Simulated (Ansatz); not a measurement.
**Band table of La (diamond type)**

```
CELL_PARAMETERS angstrom
0.00000 3.25639 3.25639
3.25639 0.00000 3.25639
3.25639 3.25639 0.00000
ATOMIC_POSITIONS crystal
La 0.87500 0.87500 0.87500
La 0.12500 0.12500 0.12500
```

The cell comes from a relaxation on PAW files under the same functional, begun from a prototype that needn't be the stable phase.

Level of theory: DFT with LDA, scalar-relativistic, in Ansatz 0.2.0; a Γ-centred 11×11×11 k mesh, Fermi–Dirac smearing of 0.05 eV, no spin polarisation. LAPW: all electrons, basis error target 1 meV/atom.

Spin–orbit coupling is left out, which matters for the heavy atoms.

Path points, in fractions of the reciprocal vectors: Γ (0.000, 0.000, 0.000), X (0.500, 0.000, 0.500), U (0.625, 0.250, 0.625), K (0.375, 0.375, 0.750), L (0.500, 0.500, 0.500), W (0.500, 0.250, 0.750). The distance column jumps between branches of the path. Levels in eV from the Fermi level; bands 21 to 33, counted from the lowest band of the run. The gap is zero, the pressure 0.04 GPa.

```
# k(1/Å) point b21 b22 b23 b24 b25 b26 b27 b28 b29 b30 b31 b32 b33
0.000 Γ -17.76 -17.76 -17.76 -15.34 -15.34 -15.34 -2.33 -0.78 -0.78 0.95 0.95 0.95 1.64
0.138 - -17.80 -17.80 -17.72 -15.37 -15.28 -15.28 -2.21 -0.97 -0.74 1.00 1.00 1.11 1.61
0.276 - -17.91 -17.91 -17.61 -15.46 -15.12 -15.12 -1.84 -1.35 -0.61 1.13 1.13 1.40 1.49
0.413 - -18.06 -18.06 -17.43 -15.60 -14.90 -14.90 -1.73 -1.32 -0.42 1.04 1.04 1.26 1.41
0.551 - -18.20 -18.20 -17.21 -15.78 -14.67 -14.67 -2.01 -0.87 -0.16 0.61 0.61 1.10 1.38
0.689 - -18.31 -18.31 -16.97 -15.98 -14.47 -14.47 -2.12 -0.96 0.13 0.21 0.21 1.21 1.54
0.827 - -18.39 -18.39 -16.71 -16.21 -14.34 -14.34 -2.05 -1.39 -0.05 -0.05 0.44 1.00 1.75
0.965 X -18.41 -18.41 -16.45 -16.45 -14.30 -14.30 -1.79 -1.79 -0.14 -0.14 0.74 0.74 1.77
1.013 - -18.42 -18.41 -16.46 -16.44 -14.30 -14.30 -1.81 -1.78 -0.16 -0.11 0.74 0.74 1.76
1.062 - -18.43 -18.40 -16.48 -16.41 -14.31 -14.29 -1.86 -1.76 -0.20 -0.03 0.75 0.77 1.72
1.111 - -18.44 -18.39 -16.52 -16.36 -14.33 -14.29 -1.93 -1.71 -0.28 0.09 0.78 0.81 1.67
1.160 - -18.46 -18.38 -16.56 -16.29 -14.35 -14.28 -2.01 -1.65 -0.37 0.23 0.81 0.85 1.60
1.208 - -18.48 -18.36 -16.62 -16.21 -14.38 -14.28 -2.08 -1.58 -0.48 0.38 0.85 0.89 1.51
1.257 - -18.50 -18.34 -16.69 -16.12 -14.42 -14.28 -2.13 -1.49 -0.59 0.52 0.90 0.94 1.41
1.306 U -18.51 -18.32 -16.76 -16.03 -14.46 -14.28 -2.17 -1.39 -0.70 0.66 0.96 0.99 1.30
1.897 K -18.51 -18.32 -16.76 -16.03 -14.46 -14.28 -2.17 -1.39 -0.70 0.66 0.96 0.99 1.30
2.043 - -18.51 -18.23 -17.00 -15.75 -14.61 -14.32 -2.10 -1.07 -1.03 0.95 0.97 1.12 1.17
2.189 - -18.43 -18.12 -17.24 -15.53 -14.78 -14.43 -1.78 -1.27 -0.82 0.77 0.99 1.24 1.29
2.335 - -18.29 -18.01 -17.45 -15.39 -14.96 -14.61 -1.38 -1.38 -0.78 0.54 0.95 1.35 1.36
2.481 - -18.12 -17.91 -17.60 -15.33 -15.11 -14.85 -1.38 -1.35 -0.83 0.61 1.18 1.39 1.45
2.628 - -17.94 -17.83 -17.70 -15.32 -15.24 -15.09 -1.81 -1.17 -0.84 1.05 1.11 1.29 1.51
2.774 - -17.81 -17.77 -17.74 -15.33 -15.31 -15.27 -2.19 -0.92 -0.80 0.98 1.01 1.16 1.58
2.920 Γ -17.76 -17.76 -17.76 -15.34 -15.34 -15.34 -2.33 -0.78 -0.78 0.95 0.95 0.95 1.64
3.039 - -17.78 -17.78 -17.76 -15.33 -15.31 -15.31 -2.24 -0.84 -0.84 0.93 1.06 1.06 1.61
3.159 - -17.83 -17.83 -17.76 -15.28 -15.24 -15.24 -1.98 -0.95 -0.95 0.88 1.33 1.33 1.46
3.278 - -17.90 -17.90 -17.76 -15.20 -15.14 -15.14 -1.62 -1.03 -1.03 0.89 1.05 1.35 1.35
3.397 - -17.97 -17.97 -17.78 -15.10 -15.03 -15.03 -1.31 -1.03 -1.03 0.55 1.05 1.05 1.08
3.517 - -18.03 -18.03 -17.79 -15.00 -14.93 -14.93 -1.17 -0.93 -0.93 0.15 0.65 0.65 1.51
3.636 - -18.07 -18.07 -17.81 -14.93 -14.87 -14.87 -1.20 -0.76 -0.76 -0.08 0.26 0.26 1.70
3.755 L -18.08 -18.08 -17.81 -14.90 -14.85 -14.85 -1.23 -0.63 -0.63 -0.15 0.06 0.06 1.70
3.853 - -18.17 -18.09 -17.70 -15.07 -14.83 -14.71 -1.32 -0.77 -0.66 -0.02 0.15 0.21 1.69
3.950 - -18.29 -18.13 -17.51 -15.27 -14.78 -14.56 -1.54 -1.01 -0.66 0.15 0.42 0.48 1.57
4.048 - -18.39 -18.18 -17.29 -15.48 -14.70 -14.45 -1.77 -1.26 -0.61 0.34 0.74 0.79 1.36
4.145 - -18.46 -18.25 -17.06 -15.70 -14.60 -14.37 -1.94 -1.48 -0.51 0.51 0.95 1.08 1.24
4.243 - -18.48 -18.32 -16.83 -15.92 -14.50 -14.32 -2.03 -1.68 -0.36 0.53 0.98 1.11 1.46
4.340 - -18.48 -18.39 -16.60 -16.15 -14.41 -14.32 -2.04 -1.85 -0.18 0.32 1.09 1.23 1.41
4.438 W -18.44 -18.44 -16.37 -16.37 -14.35 -14.35 -1.98 -1.98 0.06 0.06 1.26 1.26 1.33
4.506 - -18.44 -18.44 -16.38 -16.38 -14.34 -14.34 -1.97 -1.97 0.05 0.05 1.17 1.17 1.42
4.575 - -18.44 -18.44 -16.39 -16.39 -14.34 -14.34 -1.94 -1.94 0.03 0.03 1.06 1.06 1.52
4.644 - -18.43 -18.43 -16.41 -16.41 -14.33 -14.33 -1.91 -1.91 -0.01 -0.01 0.95 0.95 1.60
4.713 - -18.43 -18.43 -16.42 -16.42 -14.32 -14.32 -1.87 -1.87 -0.05 -0.05 0.86 0.86 1.68
4.782 - -18.42 -18.42 -16.44 -16.44 -14.31 -14.31 -1.83 -1.83 -0.09 -0.09 0.79 0.79 1.73
4.851 - -18.41 -18.41 -16.45 -16.45 -14.30 -14.30 -1.80 -1.80 -0.13 -0.13 0.75 0.75 1.76
4.920 X -18.41 -18.41 -16.45 -16.45 -14.30 -14.30 -1.79 -1.79 -0.14 -0.14 0.74 0.74 1.77
```
